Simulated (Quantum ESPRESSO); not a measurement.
## In3CuSnMo2Ag (one composition in several site orders)

A calculation, not a measurement. The program is pw.x of Quantum ESPRESSO 7.5 (plane-wave density functional theory). The cell is made up: eight metal atoms on a hexagonal close-packed lattice, with elements, volume, strain and displacements drawn at random and not relaxed, so it may be unstable or far from any real phase. PseudoDojo standard norm-conserving files set the functional (PBE unless stated); there is no spin polarisation or spin-orbit coupling, the Fermi-Dirac width of 0.25 eV means electrons at about 2900 K, and the masses in the input are unused placeholders. The copper pseudopotential is less sure than most, with forces differing by about three percent and pressure by about two GPa from a second method on plain copper. The tin pseudopotential is less sure than most, with forces differing by about three percent from a second method on plain tin. A spin test at this wide smearing found no moment, but such smearing suppresses magnetism that the real alloy may have.

The runs put one composition on the sites in different orders. Cell, positions, cutoff, mesh and smearing stay as in the input of run 1; sites are counted in its order. Stress in the tables is positive in tension.

Input of run 1:

```
&control calculation='scf', pseudo_dir='./dojo.nc.sr.pbe.v0_5.standard.upf', outdir='./o', disk_io='medium', tprnfor=.true., tstress=.true. /
&system ibrav=0, nat=8, ntyp=5, nbnd=70, ecutwfc=92.02030273, nosym=.true., tot_charge=0,
 occupations='smearing', smearing='fd', degauss=0.0183746611
/
&electrons conv_thr=1.470e-08, electron_maxstep=70, mixing_beta=0.5 /
ATOMIC_SPECIES
Ag 1.0 Ag.upf
Cu 1.0 Cu.upf
In 1.0 In.upf
Mo 1.0 Mo.upf
Sn 1.0 Sn.upf
CELL_PARAMETERS angstrom
-0.0218 0.0337 -4.689
-0.0073 5.104 -0.037
6.0491 -0.0084 0.0277
ATOMIC_POSITIONS angstrom
In -0.0207 0.0069 -0.1017
Cu 3.0033 0.0531 -0.0242
Sn 1.4663 2.4728 -0.0193
In 4.5471 2.5628 0.0761
Mo 0.1615 1.6649 -2.3546
Ag 3.2001 1.7109 -2.3772
Mo 1.3799 4.3225 -2.4129
In 4.4635 4.2739 -2.2278
K_POINTS automatic
5 5 4 1 1 1
```

| run | elements on sites 1 to 8 | free energy less that of run 1 (eV) | -TS (eV) | pressure (GPa) | stress xx (GPa) | stress yy (GPa) | stress zz (GPa) | stress yz (GPa) | stress xz (GPa) | stress xy (GPa) | iterations |
| --- | --- | --- | --- | --- | --- | --- | --- | --- | --- | --- | --- |
| 1 | In Cu Sn In Mo Ag Mo In | 0.000 | -1.058 | 7.64 | -7.36 | -6.60 | -8.98 | -0.27 | 0.09 | -2.09 | 15 |
| 2 | In Sn Mo In Cu In Ag Mo | 0.861 | -1.306 | 7.77 | -3.41 | -11.57 | -8.32 | -1.02 | 0.54 | -1.40 | 15 |
| 3 | Cu Sn In In In Mo Mo Ag | 0.621 | -1.303 | 7.87 | -6.26 | -11.79 | -5.57 | 0.01 | 0.91 | 1.09 | 15 |
| 4 | Sn In Mo In In Mo Ag Cu | 0.813 | -1.228 | 8.77 | -3.17 | -11.14 | -11.99 | 0.24 | 1.06 | -1.59 | 16 |
| 5 | Sn In Ag In Mo Mo Cu In | 0.884 | -1.077 | 9.04 | -4.62 | -9.08 | -13.43 | -0.35 | 0.42 | -0.46 | 14 |
| 6 | Ag In In In Sn Cu Mo Mo | 0.553 | -1.147 | 8.24 | -4.52 | -6.66 | -13.55 | -1.11 | 0.25 | 0.35 | 16 |

Forces Fx Fy Fz (eV/Å):

```
site              run 1              run 2              run 3             run 4              run 5              run 6
   1     0.70 0.07 1.42     0.63 0.33 0.91    0.10 -0.36 0.34   0.48 -1.38 0.65     1.79 0.26 1.16   -0.09 -0.38 1.13
   2   -0.29 -0.28 0.14   -1.03 -1.39 0.41   -0.72 -0.55 0.31  -0.26 -0.71 0.11    -1.60 0.05 0.70   -0.18 -0.57 0.58
   3    1.17 0.88 -0.08    0.40 0.56 -0.24    0.62 1.39 -0.09   1.63 0.06 -0.08     0.63 0.96 0.06    1.25 1.58 -0.04
   4  -0.61 -0.73 -0.12    1.17 0.78 -0.33    0.46 0.49 -0.38  -0.47 0.88 -0.38   0.22 -0.60 -0.39   -0.72 0.59 -0.10
   5    0.41 0.20 -0.28   -0.11 0.35 -0.15  -0.83 -0.36 -0.09  -0.43 1.19 -0.38  -0.51 -0.07 -0.38   -1.03 0.33 -0.19
   6   -0.69 -0.51 0.23    -1.05 0.55 0.53   -1.92 -0.11 0.37   -1.64 0.85 0.54    -0.91 0.01 0.50    -0.18 0.12 0.14
   7    0.13 0.07 -0.37  -0.04 -0.58 -0.19   1.87 -0.46 -0.01  1.07 -0.94 -0.13   0.40 -0.47 -0.10    1.00 -1.20 0.14
   8   -0.82 0.29 -0.94   0.03 -0.59 -0.94   0.41 -0.04 -0.46  -0.38 0.06 -0.33  -0.02 -0.14 -1.56  -0.04 -0.47 -1.65
```

The sites are displaced and not relaxed, so the energy differences hold strain from misfit and are not ordering energies. A rerun of one cell of this series at a higher cutoff and on a denser mesh moved values by no more than 0.007 eV in energy, 0.02 GPa in stress and 0.005 eV/Å in force, and a second program with other atomic files agreed on that cell to 2 % rms in force and 0.5 GPa in pressure.